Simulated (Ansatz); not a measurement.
The slice is one period of a {100} plane through atoms; its size isn't given.

Level of theory: r2SCAN (plane waves to 500 eV, PAW, scalar-relativistic; Ansatz, a first-principles code). Near the nuclei the fields are pseudised (PAW); where an atom keeps semicore shells as valence, they peak there.

```
|999999999999775533110000000000113355779999999999|
|999999999988775533110000000000113355778899999999|
|999999999988664422110000000000112244668899999999|
|999999998877553322110000000000112233557788999999|
|999988887755442211000000000000001122445577888899|
|777777665544221111000000000000001111224455667777|
|555555443322111111000000000000001111112233445555|
|333333222211111100000011111100000011111122223333|
|221111111100000000111111111111110000000011111111|
|000000000000000000111111111111110000000000000000|
|000000000000000011111111111111111100000000000000|
|000000000000000011111111111111111100000000000000|
|000000000000000011111111111111111100000000000000|
|000000000000000000111111111111110000000000000000|
|221111111100000000111111111111110000000011111111|
|333333222211111100000011111100000011111122223333|
|555555443322111111000000000000001111112233445555|
|777777665544221111000000000000001111224455667777|
|999988887755442211000000000000001122445577888899|
|999999998877553322110000000000112233557788999999|
|999999999988664422110000000000112244668899999999|
|999999999988775533110000000000113355778899999999|
|999999999999775533110000000000113355779999999999|
|999999999999775533220000000000223355779999999999|
```
Scale: ten equal steps from -1.19 (start of '0') to 0.22 (end of '9'), in the order '0123456789'. Values: log₁₀ of the valence density in e/Å³. The map has 24 points along u (two characters each, u = 0 at the left) and 24 along v (v = 0 in the bottom row). The scale is logarithmic, as a density can span decades between atoms and voids.

```
|xxxxxx##@@@@@@**::              ::**@@@@@@##xxxx|
|xxxxxx%%@@@@%%++::              ::++%%@@@@%%xxxx|
|xx##%%@@@@@@##==..              ..==##@@@@@@%%##|
|@@@@@@@@@@%%++::        ..        ::++%%@@@@@@@@|
|@@@@@@@@%%**--..      ......      ..--**%%@@@@@@|
|@@@@%%##++--..      ..::::::..      ..--++##%%@@|
|****++==::..      ..::------::..      ..::==++**|
|--::::..        ..::----------::..        ..::::|
|              ..::----======----::..            |
|            ..::----==========----::..          |
|          ..::----==============----::..        |
|        ....::----==============----::....      |
|          ..::----==============----::..        |
|            ..::----==========----::..          |
|              ..::----======----::..            |
|--::::..        ..::----------::..        ..::::|
|****++==::..      ..::------::..      ..::==++**|
|@@@@%%##++--..      ..::::::..      ..--++##%%@@|
|@@@@@@@@%%**--..      ......      ..--**%%@@@@@@|
|@@@@@@@@@@%%++::        ..        ::++%%@@@@@@@@|
|xx##%%@@@@@@##==..              ..==##@@@@@@%%##|
|xxxxxx%%@@@@%%++::              ::++%%@@@@%%xxxx|
|xxxxxx##@@@@@@**::              ::**@@@@@@##xxxx|
|xxxxxxxx@@@@@@**--              --**@@@@@@xxxxxx|
```
Scale: ten equal steps from 0.08 (start of ' ') to 0.85 (end of '@'), in the order ' .:-=+*#%@'. Values: electron localisation function (ELF). The map has 24 points along u (two characters each, u = 0 at the left) and 24 along v (v = 0 in the bottom row). Points within 0.5 Å of a nucleus are blanked (x), as the pseudised field means little there.

### Question
Which relaxed crystal do these maps come from?
A. SrTl (CsCl type)
B. LaTl (CsCl type)
C. AlNi (CsCl type)

### Answer
B, LaTl (CsCl type). Atoms on the slice: La at (0.00, 0.00)

AlNi is run without spin polarisation. All were relaxed with their symmetry unable to fall. LaTl is run without spin polarisation. Spin-orbit coupling is left out.
